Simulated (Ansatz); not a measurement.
BP:
```
BP
1.0
    5.55135     0.00000     0.00000
    0.00000     5.55135     0.00000
    0.00000     0.00000     3.19658
B P
4 4
Direct
  0.17836   0.17836   0.00000
  0.82164   0.82164   0.00000
  0.32164   0.67836   0.50000
  0.67836   0.32164   0.50000
  0.81926   0.18074   0.00000
  0.18074   0.81926   0.00000
  0.68074   0.68074   0.50000
  0.31926   0.31926   0.50000
```

Relaxed with r²SCAN. 

### Question
HSE06 on this cell (Ansatz, an electronic-structure program, PAW) gives a gap of 1.09 eV. What does r²SCAN give?

### Answer
0.55 eV.

Cost on shared cores: the r²SCAN run (SCF on a 5×5×9 mesh, then bands and DOS) around 90 core-seconds (rough), the HSE06 run (SCF on 3×3×5, then a few points) roughly 2.1 core-minutes; the tasks are unlike.

Space group P4_2/mnm. The start of the workflow was typed in or built on a structure type; neither database checked (COD, Materials Project) lists it. It is not the phase usual at ambient conditions (space group No. 216). The cell was relaxed with r²SCAN under the symmetry of its start; its stability against distortions is not shown here.

Potentials: the earlier of the program's two PAW sets.

Ansatz is a plane-wave DFT program.
